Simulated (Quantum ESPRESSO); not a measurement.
```
CELL_PARAMETERS angstrom
      0.00000     3.45324     3.45324
      3.45324     0.00000     3.45324
      3.45324     3.45324     0.00000
ATOMIC_POSITIONS crystal
  H  0.39758 0.80726 0.39758
  H  0.39758 0.39758 0.80726
  H  0.39758 0.39758 0.39758
  H  0.80726 0.39758 0.39758
  B  0.50000 0.50000 0.50000
  Rb 0.00000 0.00000 0.00000
```

The geometry is that of Materials Project entry mp-1219553, symmetrised and not relaxed again.

### Question
What does PBEsol (Quantum ESPRESSO, PseudoDojo norm-conserving, 76 Ry, with spin-orbit coupling) give for the electronic structure near the Fermi level?

### Answer
The PBEsol gap is indirect, 5.90 eV, from Γ to X; the smallest direct gap is 6.00 eV. 

The structure is a Materials Project entry; no match was found in the copy of COD used, and its stability was not checked.
